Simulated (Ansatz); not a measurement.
Calculated with Ansatz: ZrZnAs4, relaxation

input.yaml:

```yaml
crystal:
  lattice:
    - [0.0, 3.879554, 3.879554]
    - [3.879554, 0.0, 3.879554]
    - [3.879554, 3.879554, 0.0]
  atoms:
    - { symbol: As, position: [0.625, 0.625, 0.625] }
    - { symbol: As, position: [0.125, 0.625, 0.625] }
    - { symbol: As, position: [0.625, 0.625, 0.125] }
    - { symbol: As, position: [0.625, 0.125, 0.625] }
    - { symbol: Zr, position: [0.0, 0.0, 0.0] }
    - { symbol: Zn, position: [0.25, 0.25, 0.25] }
  symmetry: { tolerance: 0.0003 }
kpoints:
  mp_grid: { grid: [6, 6, 6], shift: [0, 0, 0] }
magnetization:
  noncollinear: true
  spin_orbit: true
scf:
  occupations: { method: fermi_dirac }
  lower_state_search: "off"
hamiltonian:
  pseudopotentials: { kind: paw_fr }
  xc: lda
basis:
  ecutwfc: 420
  fft_grid_basis: typed
relax:
  max_steps: 40
  cell: { p_target: 0.0 }
output:
  forces: true
  stress: true
  eigenvalues: true
  bader: true
  populations: true
  elf: true
  write_potential: true
  volumetric_format: npy
  dos:
    e_range: [-12, 8]
    de: 0.05
    projected: { site_lists: { As: [As], Zn: [Zn], Zr: [Zr] } }
    method: { smearing: { sigma: 0.1, scheme: gaussian } }
checkpoint:
  read: saved_state
```

The command:

```bash
ansatz run input.yaml --threads 2 --pin off --max-ram 2560MiB --backend cpu --events-out ev --progress --plain --runs-dir out
```

Origin of the cell: a known structure type with other elements, at an estimated volume, so it need not be a known compound.

The smearing width isn't typed, so it takes its default of 0.1 eV.

The saved state is a converged single point of the same cell.

Steps («new basis» is an SCF on plane waves selected anew at the same cell):

```tsv
step	ΔF (meV/atom)	max force component (eV/Å)	P (GPa)	volume (Å³)	SCF iterations	step was
1	0.0	0.005	-4.82	116.78	8	accepted
2	-14.0	0.001	2.71	107.05	7	accepted
3	-18.0	0.002	-0.26	110.36	7	accepted
4	-18.0	0.001	-0.01	110.06	5	accepted
5	-17.8	0.001	-0.01	110.06	7	new basis
```

Step 1, with forces in eV/Å:

```xyz
6
Lattice="0.000 3.880 3.880 3.880 0.000 3.880 3.880 3.880 0.000" Properties=species:S:1:pos:R:3:forces:R:3 pbc="T T T" step=1
As    4.849    4.849    4.849    0.005    0.005    0.005
As    4.849    2.910    2.910    0.005   -0.005   -0.005
As    2.910    2.910    4.849   -0.005   -0.005    0.005
As    2.910    4.849    2.910   -0.005    0.005   -0.005
Zr    0.000    0.000    0.000    0.000    0.000    0.000
Zn    1.940    1.940    1.940    0.000    0.000    0.000
```

Step 2, with forces in eV/Å:

```xyz
6
Lattice="0.000 3.769 3.769 3.769 0.000 3.769 3.769 3.769 0.000" Properties=species:S:1:pos:R:3:forces:R:3 pbc="T T T" step=2
As    4.711    4.711    4.711    0.001    0.001    0.001
As    4.711    2.826    2.826    0.001   -0.001   -0.001
As    2.826    2.826    4.711   -0.001   -0.001    0.001
As    2.826    4.711    2.826   -0.001    0.001   -0.001
Zr    0.000    0.000    0.000    0.000    0.000    0.000
Zn    1.884    1.884    1.884    0.000    0.000    0.000
```

Step 3, with forces in eV/Å:

```xyz
6
Lattice="0.000 3.807 3.807 3.807 0.000 3.807 3.807 3.807 0.000" Properties=species:S:1:pos:R:3:forces:R:3 pbc="T T T" step=3
As    4.759    4.759    4.759    0.002    0.002    0.002
As    4.759    2.855    2.855    0.002   -0.002   -0.002
As    2.855    2.855    4.759   -0.002   -0.002    0.002
As    2.855    4.759    2.855   -0.002    0.002   -0.002
Zr    0.000    0.000    0.000    0.000    0.000    0.000
Zn    1.904    1.904    1.904    0.000    0.000    0.000
```

Step 5, with forces in eV/Å:

```xyz
6
Lattice="0.000 3.804 3.804 3.804 0.000 3.804 3.804 3.804 0.000" Properties=species:S:1:pos:R:3:forces:R:3 pbc="T T T" step=5
As    4.755    4.755    4.755    0.001    0.001    0.001
As    4.755    2.852    2.852    0.001   -0.001   -0.001
As    2.852    2.852    4.755   -0.001   -0.001    0.001
As    2.852    4.755    2.852   -0.001    0.001   -0.001
Zr    0.000    0.000    0.000    0.000    0.000    0.000
Zn    1.902    1.902    1.902    0.000    0.000    0.000
```

```yaml
Free_energy_lowered_by: 17.8 meV/atom
Volume_change: -5.75 %
Final_pressure: -0.01 GPa
Relaxation_steps_listed: 5
Formation_energy_elements_under_the_same_functional_gases_as_molecules_uncorrected: 0.180 eV/atom
```

Caveats: no moments, though an odd count or open d shells may carry them; the relaxation held the start's symmetry, so the end may be a saddle point.

It ran for 3.7 min on 2 threads of Arm Neoverse V1, with other jobs on the host, peak memory 1.1 GiB, from a saved density.
